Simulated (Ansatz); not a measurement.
**Calculated ⁷¹Ga NMR of the central transition for GaH3NF3**

Cell: an entry of the Crystallography Open Database (COD), ions relaxed with PBE at fixed cell.

```
CELL_PARAMETERS angstrom
5.44600 0.00000 0.00000
0.00000 2.72300 4.93300
0.00000 -2.72300 4.93300
ATOMIC_POSITIONS crystal
Ga 0.25090 0.64225 0.14225
Ga 0.74910 0.14225 0.64225
H 0.27778 0.73347 0.53794
H 0.72222 0.53794 0.73347
H 0.72222 0.23347 0.03794
H 0.27778 0.03794 0.23347
H 0.01616 0.87068 0.37068
H 0.98384 0.37068 0.87068
N 0.19836 0.84233 0.34233
N 0.80164 0.34233 0.84233
F 0.29653 0.45398 0.95398
F 0.70347 0.95398 0.45398
F 0.50000 0.41396 0.41396
F 0.50000 0.91396 0.91396
F 0.00000 0.36700 0.36700
F 0.00000 0.86700 0.86700
```

Atoms are numbered from 1 in the order listed; like atoms form one site, named after its first atom.

Method: Kohn–Sham DFT in Ansatz, PBE, plane waves and PAW, scalar-relativistic, 420 eV cutoff, Γ-centred 4×5×5 k-points, Fermi–Dirac smearing 0.02 eV.

⁷¹Ga has I = 3/2 and Q = 107.0 mb (Pyykkö 2018); at 16.4 T its Larmor frequency is ν₀ = 213.5 MHz. Only the quadrupole interaction is simulated: positions count from each site's isotropic chemical shift, and shift anisotropy, dipolar and J coupling are left out.

**Question.** Simulate the second-order pattern (static powder, Gaussian broadening 20 kHz) of site Ga (5 F at 1.87–1.94 Å, 1 N at 1.99 Å).

**Answer.** The calculation gives C_Q = -23.1 MHz and η = 0.04, so ν_Q = 11.5 MHz and the centre of gravity lies at -292 ppm (-62.3 kHz).

| offset (kHz) | height |
| --- | --- |
| -237.1 | 1 |
| -224.9 | 15 |
| -212.7 | 63 |
| -200.5 | 100 |
| -188.3 | 87 |
| -176.1 | 65 |
| -163.9 | 54 |
| -151.8 | 48 |
| -139.6 | 44 |
| -127.4 | 41 |
| -115.2 | 39 |
| -103.0 | 37 |
| -90.8 | 36 |
| -78.6 | 35 |
| -66.4 | 34 |
| -54.2 | 34 |
| -42.0 | 34 |
| -29.8 | 34 |
| -17.6 | 33 |
| -5.5 | 32 |
| 6.7 | 28 |
| 18.9 | 27 |
| 31.1 | 28 |
| 43.3 | 30 |
| 55.5 | 32 |
| 67.7 | 36 |
| 79.9 | 41 |
| 92.1 | 52 |
| 104.3 | 73 |
| 116.5 | 66 |
| 128.7 | 19 |
| 140.8 | 1 |

At Ga V_zz points along its one bond to N (within 1°).

The database positions were far from equilibrium, so the relaxed structure may not be the compound's real one.
